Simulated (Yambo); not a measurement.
Given:

```
CsCaH3
1.0
    4.62119     0.00000     0.00000
    0.00000     4.62119     0.00000
    0.00000     0.00000     4.62119
H Ca Cs
3 1 1
Direct
  0.50000   0.00000   0.50000
  0.00000   0.50000   0.50000
  0.50000   0.50000   0.00000
  0.50000   0.50000   0.50000
  0.00000   0.00000   0.00000
```

Workflow: LDA (Quantum ESPRESSO, PseudoDojo norm-conserving, 74 Ry, no spin-orbit coupling), then G0W0 in Yambo (4×4×4 Γ-centred k mesh, 175 bands and a 8 Ry block in the screening, 175 bands in G with the Bruneval-Gonze terminator, plasmon pole fitted at 27.2 eV).

Q: Give the LDA and G0W0 gaps between the band edges found on this mesh, and say where the edges lie.

A: Edges: M → M. LDA: 2.81 eV; G0W0: 5.33 eV. Nearest settings tried, and what they do to the gap: 133 bands in W, 133 bands in G: -10 meV; 6 Ry block (179 vectors against 257): -46 meV; 2×2×2 mesh: -166 meV. So the settings aren't converged at that level. The cell is held in this high symmetry; tilts and polar distortions were not searched.

Geometry of the Materials Project entry, not relaxed at this level.

The structure is a Materials Project entry; no match was found in the copy of COD used, and its stability was not checked.
